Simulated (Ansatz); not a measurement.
Ga:
Space group Cmcm (No. 63); a = 10.532 Å, b = 13.541 Å, c = 5.122 Å, α = β = γ = 90.00°

```
atom  site  symmetry       x       y       z
----  ----  --------  ------  ------  ------
Ga      8g       ..m  0.2268  0.4471  0.2500
Ga      8f       m..  0.0000  0.6051  0.0005
Ga      8g       ..m  0.2265  0.1378  0.2500
Ga      8g       ..m  0.3743  0.2899  0.2500
Ga      4c       m2m  0.0000  0.0113  0.2500
Ga      4c       m2m  0.0000  0.2153  0.2500
```
(The calculation used a cell of 20 atoms; values per cell refer to that cell.)

Relaxed at zero pressure with r²SCAN in the plane-wave PAW code Ansatz.

Task: The volume is lowered by 9 % and shape and atoms relax at that volume. What pressure results, and how do the axes share the change?

Result: 7.4 GPa; a -3.1 %, b -3.5 %, c -2.7 %; the energy rises by 34 meV/atom.

Task: Give the new structure.

Result: 
Space group Cmcm (No. 63); a = 10.2007 Å, b = 13.0688 Å, c = 4.9862 Å, α = 90.00°, β = 90.00°, γ = 90.00°

```tsv
atom	site	symmetry	x	y	z
Ga	8g	..m	0.2245	0.4479	0.2500
Ga	8f	m..	0.0000	0.6062	0.0015
Ga	8g	..m	0.2281	0.1389	0.2500
Ga	8g	..m	0.3748	0.2928	0.2500
Ga	4c	m2m	0.0000	0.0041	0.2500
Ga	4c	m2m	0.0000	0.2136	0.2500
```

The phase is kept; no other phase was compared at this pressure.

The workflow started from a Materials Project entry (that database holds measured and hypothetical structures alike); the Crystallography Open Database files this formula in space group No. 63, but the cells were not matched. It is not the phase usual at ambient conditions (space group No. 64). Symmetry was held in the r²SCAN relaxation; whether a distortion lowers the energy is not shown. Axis ratios of metals converge slowly with the k-mesh, so a and c are less sure than the volume.

Potentials: the earlier of the program's two PAW sets.
